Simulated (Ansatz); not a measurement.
Y$_{2}$N:
```xyz
3
Lattice="3.4471 0.0000 0.0000 0.0000 3.4471 0.0000 0.0000 0.0000 4.7267" Properties=species:S:1:pos:R:3 pbc="T T T"
Y      0.0000     0.0000     0.0000
Y      1.7235     1.7235     2.3633
N      1.7235     1.7235     0.0000
```

Relaxed with LDA. Special points in fractions of this cell's reciprocal vectors: Γ (0.000, 0.000, 0.000); X (0.000, 0.500, 0.000); M (0.500, 0.500, 0.000); Z (0.000, 0.000, 0.500); R (0.000, 0.500, 0.500); A (0.500, 0.500, 0.500).

Question: List the band energies nearest the Fermi level at these points for the program Ansatz at the LDA level (PAW).

Answer: In eV from the Fermi level; about four levels below and three above (degenerate sets whole), none deeper than 8.9 eV; points with the same levels are listed once.

| k | below | above |
|---|---|---|
| Γ | -2.07 -1.60 -1.60 -1.37 | 1.68 1.68 1.98 |
| X | -3.44 -2.64 -0.67 -0.53 | 0.36 2.68 3.06 |
| M | -2.24 -1.58 -1.28 -1.28 | 4.68 4.68 5.65 |
| Z | -1.99 -1.99 -0.12 -0.08 | 1.35 3.14 3.14 |
| R | -5.22 -4.70 -3.75 -0.91 | 0.66 1.04 1.47 |
| A | -3.69 -3.01 -3.01 -0.98 | 0.21 0.21 2.98 2.98 |

Space group P4/mmm. The cell is a constructed one: a structure type filled with these elements; neither database checked (COD, Materials Project) lists it. Whether it is the stable phase at ambient conditions was not checked. The cell was relaxed with LDA under the symmetry of its start; whether a distortion lowers the energy is not shown. The run is not spin-polarised. With an odd number of electrons in the cell and no spin polarisation, the count alone makes it a metal. Scalar-relativistic: spin–orbit coupling is off unless named, which matters more the heavier the elements.

Potentials: the later of the program's two PAW sets.
